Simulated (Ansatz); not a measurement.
Si: zone-centre modes at 3 GPa

Theory: DFT LDA, scalar-relativistic, plane waves, PAW in Ansatz 0.2.0. Plane waves to 420 eV; Γ-centred k mesh 12×12×12; fixed occupations. No spin polarisation. Phonons by linear response, acoustic sum rule imposed.

The cell, relaxed at 3 GPa:
```xyz
2
Lattice="0.0000 2.6749 2.6749 2.6749 0.0000 2.6749 2.6749 2.6749 0.0000" Properties=species:S:1:pos:R:3 pbc="T T T"
Si    2.6749    2.6749    2.6749
Si    4.0124    4.0124    4.0124
```

Optical modes at Γ (transverse, no macroscopic field); i marks an imaginary frequency:
```
frequency (cm⁻¹) degeneracy IR intensity of the level ((D/Å)²/amu)
             528           3                                    0.00
```

All 3 optical modes at Γ are real: no displacement of atoms at fixed cell lowers the energy to second order. Strains and modes at other wave vectors aren't tested by this run.

```
Electronic dielectric constant ε∞ (principal values) : 13.17
Static dielectric constant ε0 (principal values)     : 13.2
Refractive index √ε∞, mean                           : 3.63
Kohn–Sham gap on the mesh                            : 0.39 eV
Cost                                                 : 41 s on 1 thread of Intel(R) Xeon(R) Platinum 8375C CPU @ 2.90GHz (Ice Lake) (shared host), peak memory 0.64 GiB
```

Born effective charges (e):
```
       atom Z*xx Z*yy Z*zz mean
Si (atom 1)  0.00  0.00  0.00  0.00
```